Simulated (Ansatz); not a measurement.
The relaxed structure here is a generated cell of FeNi: the first start was made by placing the elements on the sites of a structure type, and the end was not matched to a known phase here, so it may be hypothetical.

A relaxed cell of FeNi (Fd-3m (No. 227)), relaxed on a k-mesh at least as fine as the one used below. The numbers are results of PBE (plane waves to 420 eV, PAW, scalar-relativistic; Ansatz, an electronic-structure program), not measurements. Γ-centred k-mesh 10×10×5 on the run's cell (coarser than for final values), Fermi–Dirac smearing 0.05 eV.

```xyz
8
Lattice="0.0000 2.8361 2.8361 2.8361 0.0000 2.8361 5.6723 5.6723 0.0000" Properties=species:S:1:pos:R:3 pbc="T T T"
Fe     4.2542     4.2542     4.2542
Fe     7.0903     7.0903     4.2542
Fe     2.8361     2.8361     2.8361
Fe     5.6723     5.6723     2.8361
Ni     0.0000     0.0000     0.0000
Ni     2.8361     2.8361     0.0000
Ni     1.4181     1.4181     1.4181
Ni     4.2542     4.2542     1.4181
```
Spin-polarised start, with parallel moments on Fe.

The atoms are displaced by (Å):

| atom | ux | uy | uz |
|---|---|---|---|
| Fe1 | -0.129 | 0.160 | 0.120 |
| Fe2 | -0.012 | 0.089 | 0.067 |
| Fe3 | 0.060 | 0.040 | 0.038 |
| Fe4 | -0.077 | 0.063 | 0.043 |
| Ni5 | 0.027 | 0.007 | -0.018 |
| Ni6 | 0.029 | 0.147 | -0.139 |
| Ni7 | 0.048 | -0.053 | 0.035 |
| Ni8 | -0.016 | -0.017 | -0.165 |

Task: What forces (eV/Å) and pressure result?

Result: 
```json
[
 {"atom": "Fe1", "Fx": "1.06", "Fy": "-1.05", "Fz": "-1.05"},
 {"atom": "Fe2", "Fx": "0.34", "Fy": "-0.03", "Fz": "-1.04"},
 {"atom": "Fe3", "Fx": "-0.64", "Fy": "0.62", "Fz": "0.19"},
 {"atom": "Fe4", "Fx": "0.63", "Fy": "-0.53", "Fz": "-0.68"},
 {"atom": "Ni5", "Fx": "0.28", "Fy": "0.24", "Fz": "0.44"},
 {"atom": "Ni6", "Fx": "-0.86", "Fy": "-1.04", "Fz": "0.80"},
 {"atom": "Ni7", "Fx": "-0.25", "Fy": "0.82", "Fz": "-0.18"},
 {"atom": "Ni8", "Fx": "-0.56", "Fy": "0.97", "Fz": "1.53"}
]
```

Pressure +3.6 GPa.

Task: Estimate the energy cost of the displacement in the harmonic approximation and compare with the calculation.

Result: For a harmonic well ΔE = −½ Σ F·u = 0.616 eV a cell, or 77 meV/atom. The calculated energy relative to the undisplaced cell is +0.08 eV/atom, so the harmonic estimate holds well.

Spin state reached: ferromagnetic (net 1.63 μB/atom), from parallel starting moments; other spin orders were not run from this start.

The run that gave the undisplaced cell could not lose the symmetry of its start; a randomly shaken copy of 8 atoms returns to this structure.
